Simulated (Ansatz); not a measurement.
A relaxation of cell and atoms of Al2SbP3 placed in the structure of Li2GaCu3 (space group No. 166) with the PAW code Ansatz, at the level r2SCAN+rVV10. It starts from the PBEsol minimum.

```yaml
crystal:
  lattice:
    - [2.5351747297, 1.4636838109, 4.9521764385]
    - [-2.5351747297, 1.4636838109, 4.9521764385]
    - [0.0, -2.927367627, 4.9521764369]
  atoms:
    - { symbol: Al, position: [0.5925341377, 0.5925341377, 0.5925341377] }
    - { symbol: Al, position: [0.4074658623, 0.4074658623, 0.4074658623] }
    - { symbol: Sb, position: [0.0, 0.0, 0.0] }
    - { symbol: P, position: [0.0, 0.5, 0.0] }
    - { symbol: P, position: [0.5, 0.0, 0.0] }
    - { symbol: P, position: [0.0, 0.0, 0.5] }
kpoints:
  mp_grid: { grid: [6, 6, 6] }
hamiltonian:
  xc: r2scan
  dispersion: rvv10
scf:
  occupations: { method: fermi_dirac, width: 0.03 }
relax:
  f_tol: 0.01
  cell: {}
  max_steps: 120
output:
  write_density: true
  write_potential: true
  elf: true
  volumetric_format: npy
```

The trajectory has 6 recorded frames, each with fractional positions and then forces in eV/Å along x, y and z. The last, and any step after a large change of cell, is solved on a basis re-selected at its cell; pressure is positive in compression.

Step 1: energy 0.0 meV/atom from step 1, largest force component 0.211 eV/Å, pressure +1.43 GPa; a = 5.753 Å, b = 5.753 Å, c = 5.753 Å, α = 52.30°, β = 52.30°, γ = 52.30°
```
Al 0.5925 0.5925 0.5925     0.000   0.000   0.211
Al 0.4075 0.4075 0.4075     0.000   0.000  -0.211
Sb 0.0000 0.0000 0.0000     0.000   0.000   0.000
P  0.0000 0.5000 0.0000     0.000   0.000   0.000
P  0.5000 0.0000 0.0000     0.000   0.000   0.000
P  0.0000 0.0000 0.5000     0.000   0.000   0.000
```

Step 2: energy -40.0 meV/atom from step 1, largest force component 0.093 eV/Å, pressure -0.77 GPa; a = 5.946 Å, b = 5.946 Å, c = 5.946 Å, α = 49.89°, β = 49.89°, γ = 49.89°
```
Al 0.5920 0.5920 0.5920     0.000   0.000  -0.093
Al 0.4080 0.4080 0.4080     0.000   0.000   0.093
Sb 0.0000 0.0000 0.0000     0.000   0.000   0.000
P  0.0000 0.5000 0.0000     0.000   0.000   0.000
P  0.5000 0.0000 0.0000     0.000   0.000   0.000
P  0.0000 0.0000 0.5000     0.000   0.000   0.000
```

Q: How does the relaxation go on, and where does it end?

A:
Step 3: energy -55.1 meV/atom from step 1, largest force component 0.022 eV/Å, pressure -0.11 GPa; a = 6.052 Å, b = 6.052 Å, c = 6.052 Å, α = 48.04°, β = 48.04°, γ = 48.04°
```
Al 0.5896 0.5896 0.5896     0.000   0.000   0.022
Al 0.4104 0.4104 0.4104     0.000   0.000  -0.022
Sb 0.0000 0.0000 0.0000     0.000   0.000   0.000
P  0.0000 0.5000 0.0000     0.000   0.000   0.000
P  0.5000 0.0000 0.0000     0.000   0.000   0.000
P  0.0000 0.0000 0.5000     0.000   0.000   0.000
```

Step 4: energy -56.5 meV/atom from step 1, largest force component 0.096 eV/Å, pressure +0.50 GPa; a = 6.126 Å, b = 6.126 Å, c = 6.126 Å, α = 46.85°, β = 46.85°, γ = 46.85°
```
Al 0.5889 0.5889 0.5889     0.000   0.000  -0.096
Al 0.4111 0.4111 0.4111     0.000   0.000   0.096
Sb 0.0000 0.0000 0.0000     0.000   0.000   0.000
P  0.0000 0.5000 0.0000     0.000   0.000   0.000
P  0.5000 0.0000 0.0000     0.000   0.000   0.000
P  0.0000 0.0000 0.5000     0.000   0.000   0.000
```

Step 5: energy -57.1 meV/atom from step 1, largest force component 0.007 eV/Å, pressure -0.04 GPa; a = 6.126 Å, b = 6.126 Å, c = 6.126 Å, α = 47.08°, β = 47.08°, γ = 47.08°
```
Al 0.5881 0.5881 0.5881     0.000   0.000  -0.007
Al 0.4119 0.4119 0.4119     0.000   0.000   0.007
Sb 0.0000 0.0000 0.0000     0.000   0.000   0.000
P  0.0000 0.5000 0.0000     0.000   0.000   0.000
P  0.5000 0.0000 0.0000     0.000   0.000   0.000
P  0.0000 0.0000 0.5000     0.000   0.000   0.000
```

Step 6: energy -57.2 meV/atom from step 1, largest force component 0.007 eV/Å, pressure -0.03 GPa; a = 6.126 Å, b = 6.126 Å, c = 6.126 Å, α = 47.08°, β = 47.08°, γ = 47.08°
```
Al 0.5881 0.5881 0.5881     0.000   0.000  -0.007
Al 0.4119 0.4119 0.4119     0.000   0.000   0.007
Sb 0.0000 0.0000 0.0000     0.000   0.000   0.000
P  0.0000 0.5000 0.0000     0.000   0.000   0.000
P  0.5000 0.0000 0.0000     0.000   0.000   0.000
P  0.0000 0.0000 0.5000     0.000   0.000   0.000
```

The walk took 5 steps, besides SCFs solved again on a fresh basis, and changed the volume by +2.2 %. The last SCF, on a fresh basis, lies 57.2 meV an atom below the first. Final cell: it is trigonal, R-3m (No. 166); conventional cell a = 4.893 Å, c = 16.306 Å, 18.78 Å³ an atom. Al has 6 P at 2.84 Å and 1 Al at 2.87 Å and 3 Sb at 3.10 Å; Sb has 6 P at 3.06 Å and 6 Al at 3.10 Å; P has 4 P at 2.45 Å and 4 Al at 2.84 Å and 2 Sb at 3.06 Å.

Run as `ansatz run input.yaml --threads 2 --pin off --max-ram 2211MiB --backend cpu --events-out ev --progress --plain --runs-dir out`. It took 65 s on 2 threads of Arm Neoverse V1, with other jobs on the host, load about 0.6 per core; peak host memory 1 GiB.

No spin polarisation. The prototype was imposed, so other structures may be more stable.
